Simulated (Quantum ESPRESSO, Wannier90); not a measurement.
## Li2Se (anti-fluorite): Wannier90 run

```xyz
3
Lattice="0.0000 2.9760 2.9760 2.9760 0.0000 2.9760 2.9760 2.9760 0.0000" Properties=species:S:1:pos:R:3 pbc="T T T"
Li    -1.4880    -1.4880    -1.4880
Li     1.4880     1.4880     1.4880
Se     0.0000     0.0000     0.0000
```

Materials Project entry mp-2286; symmetrised, unrelaxed at this level. COD (Crystallography Open Database) has an entry of this formula and space group (matched by these alone). Level: PBE, no spin polarisation, no spin-orbit coupling; pw.x of Quantum ESPRESSO at 69 Ry with PseudoDojo potentials, 10×10×10 k-points, Wannier90. Density: 10×10×10 mesh, cold smearing 0.01 Ry. Spin-orbit coupling, left out, would split the p-like bands by a few tenths of an eV.

Valence charges of the files: Li 3, Se 16. 28 bands were computed.

Isolated groups of bands, relative to the valence-band maximum (bands from 12 on overlap up to the last one computed):

```
bands  from (eV)  to (eV)  filling  weight on atomic waves
-----  ---------  -------  -------  ----------------------
1–5       -45.70   -45.69   filled             Se 3d 100 %
6–7       -44.64   -44.61   filled              Li 1s 99 %
8         -11.46   -10.96   filled  Se 4s 85 %, Li 2s 14 %
9–11       -2.99     0.00   filled   Se 4p 89 %, Li 2s 7 %
```

Wanted is a model with the orbitals Li s p, Se s p, without the filled groups that are mainly made of other shells (semicore states, and anion s where it isn't named); all higher bands stay in for disentanglement.

Give num_wann, exclude_bands and num_bands, and the number of electrons that the model holds.

Electrons: 2×3 + 1×16 = 22, which fill 11 bands.
num_wann = 2×4 + 1×4 = 12.
exclude_bands = 1-7, 7 bands, so num_bands = 28 − 7 = 21.
The model holds 22 − 2×7 = 8 electrons. With the window frozen to 4.46 eV it follows pw.x to 5.5 meV rms (states up to 4.0 eV relative to the valence-band maximum).
